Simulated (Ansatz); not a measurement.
Input file for Ansatz (a program for electronic structure):

Ansatz 0.2 input:
```yaml
crystal:
  lattice:
    - [1.3371280475, -2.3142236056, 0.0]
    - [1.3371280475, 2.3142236056, 0.0]
    - [0.0, 0.0, 9.7311845321]
  atoms:
    - { symbol: Si, position: [0.5, 0.5, 0.5] }
    - { symbol: Si, position: [0.0, 0.0, 0.0] }
    - { symbol: O, position: [0.6666504445, 0.3333495555, 0.9072839576] }
    - { symbol: O, position: [0.1666504445, 0.8333495555, 0.5927160424] }
    - { symbol: O, position: [0.3333495555, 0.6666504445, 0.0927160424] }
    - { symbol: O, position: [0.8333495555, 0.1666504445, 0.4072839576] }
kpoints:
  mp_grid: { grid: [12, 12, 3] }
hamiltonian:
  xc: r2scan
  pseudopotentials: { kind: paw }
scf:
  occupations: { method: fixed }
checkpoint: { read: static.run }
output: { bader: true, populations: true }
```

Output (shortened):

```
Pseudopotentials: kind: paw
Pseudopotential: Si, paw, valence charge 4
Pseudopotential: O, paw, valence charge 6
Functional definition: r2SCAN
Crystal: 6 atoms, lattice volume = 60.225 Å³
Basis set: ecut = 500 eV, 1523 PW (Γ), exchange–correlation on 80×80×288 points (64 copies of the dense FFT grid, shifted against one another)
Bands: 22, of which v1, the nominal top of the filled ones, is band 16 counted from 1 (15 counted from 0)
Symmetry: 8 space group operations
Space group: Cmce (ITA 64), of the structure as read, at distance tolerance 3.9e-5 Å
k-points: 86 of 432
PAW frozen core: Si, regenerated for the run's functional
PAW frozen core: O, regenerated for the run's functional
Initial density: read from a saved state, or passed on in memory by an earlier SCF of this step, an earlier step, the calling program or the single point that …
Stability of the state it starts from, as read at its close in the unpolarized treatment …
Initial wavefunctions: pseudopotential atomic-orbital guess
Eigensolver: davidson
Functional: x = r2scan, c = r2scan; τ floored in thin density (d = 2e-4 eV/Å³)
iter 1 solved again at ethr=1.82e-7 eV; its pass at ethr=3.10e-3 eV (dr2=5.84e-5 eV) is discarded
SCF iter   1: F=—  HF=-3558.202684 eV  |F-HF|=—  |Δ(HF+E_count)|=         —  Δρ=1.31e-6  dr2=8.22e-10  dr2_τ=7.82e-11  ethr=1.82e-7  ⟨swp⟩=3.6  Hψ=15543  notcnv=0  defer=344
all-band conjugate gradients solve this SCF's bands
preconditioner: auto → none
SCF iter   2: F=-3558.202684 eV  HF=-3558.202684 eV  |F-HF|=4.50e-10  |Δ(HF+E_count)|=   5.32e-8  Δρ=1.25e-6  dr2=5.73e-10  dr2_τ=1.31e-10  ethr=2.57e-12  ⟨swp⟩=13.6  Hψ=12178  notcnv=0
SCF 1 converged in 2 iterations: F = -3558.202684 eV  dr2 = 5.73e-10
SCF converged after 2 iterations
Free energy (F): -3558.202684 eV
Harris-Foulkes:  -3558.202684 eV  (|F-HF|=4.50e-10)
Internal energy: -3558.202684 eV  (E = F + TS)
E sigma→0 (E₀):  -3558.202684 eV
Fermi energy:    4.820385 eV
--- Per-component energies (eV) ---
  E_band       = -88.469210
  E_kinetic    = 817.261894
  E_local      = -1938.753506  (includes V_loc(G=0)·N_el)
  E_nonlocal   = 231.646549
  E_hartree    = 729.783149
  E_xc         = -403.978619
  E_vxc        = -534.809764  (∫ρ·V_xc dr)
  E_paw        = -1681.395865  (= ΣΔE_a)
  E_vpaw       = -156.312783  (= ΣTr[D̂ρ^β])
  E_aug_tail   = 0.004149  (compensation charges beyond the density's cutoff)
  E_vtau       = 32.929010  (kinetic-family band-sum trace: ∫τ·v_τ [+ j·A + Jᵃ·Aᵃ] dr)
  E_ewald      = -1312.489807
  E_core_change = -0.280630  (= ΣΔE_core)
  E_smearing   =  0.000000  (= −TS)
  E_closure    =  0.000000  (closes the sum)
  Σ components = -3558.202684   (vs F -3558.202684, Δ=0.00e0)
  [band-id]    e_kinetic+e_local+e_nonlocal+2·e_hartree+e_vxc+e_vpaw+e_augmentation_tail+e_vtau = -88.468153   (vs E_band -88.469210, Δ=1.06e-3)
--- Band table (eV; the first three rows and the last of 86) ---
  k-point 0: bands = ["-17.7287", "-17.6966", "-13.8555", "-13.7716", "-0.4553", "0.1912", "2.4487", "2.4589", "2.4651", "2.4676", "3.4790", "3.6468", "3.6578", "3.6654", "3.6703", "4.4209", "12.1443", "13.1320", "14.2311", "14.2896", "17.2263", "18.3328"]
  k-point 1: bands = ["-17.7208", "-17.7047", "-13.8345", "-13.7925", "-0.3150", "0.0040", "2.4533", "2.4605", "2.4628", "2.4636", "3.6527", "3.6594", "3.6635", "3.6645", "3.7352", "4.2011", "12.3656", "12.8498", "14.2627", "14.2862", "17.5186", "18.0677"]
  k-point 2: bands = ["-17.6038", "-17.5720", "-13.8059", "-13.7249", "-0.3805", "0.2240", "1.7009", "1.7944", "2.2831", "2.2831", "3.2374", "3.2902", "3.6718", "3.6719", "3.8465", "4.6096", "12.6079", "13.5604", "14.5787", "14.6908", "17.2614", "17.9069"]
  k-point 85: bands = ["-14.8459", "-14.8324", "-13.7267", "-13.7090", "-3.6719", "-3.6351", "-1.8051", "-1.7375", "0.6492", "0.6609", "2.7439", "2.9092", "3.1854", "3.2052", "3.5965", "3.8061", "13.8394", "13.8730", "16.1382", "16.4638", "17.9108", "18.5653"]…
  band table: 22 of 22 bands, residual norms ≤ 1.0e-3 eV
--- Löwdin populations: 6 sites ---
  site symbol       q [e]
     0     Si      2.2869
     1     Si      2.2869
     2      O      6.7413
     3      O      6.7413
     4      O      6.7413
     5      O      6.7413
  spilling = 0.014408 (of n_electrons = 32.000000)
--- Bader charges: 6 sites ---
  site symbol  charge [e]  shift [e]
     0     Si      3.3226     0.0129
     1     Si      3.3226     0.0129
     2      O     -1.6613     0.0065
     3      O     -1.6613     0.0065
     4      O     -1.6613     0.0065
     5      O     -1.6613     0.0065
  shift: an alarm, by how much a part of what the PAW files miss would move the charge. Where it is large, compare
  with a run on PAW files of another source; a small one proves nothing
  estimated error of the sums over rays = 5.5e-4 e
```

Cost: around 110 core-seconds (rough) on shared cores.

The cell is a constructed one: a structure type filled with these elements; the Crystallography Open Database copy checked does not list it. It is not the phase usual at ambient conditions (space group No. 92, 152, 154). The r²SCAN relaxation kept the symmetry of its start. At this level the phase is mechanically unstable. The volume moved by 35 % from the start of the relaxation.

Potentials: the later of the program's two PAW sets.

Ansatz is a plane-wave DFT program.
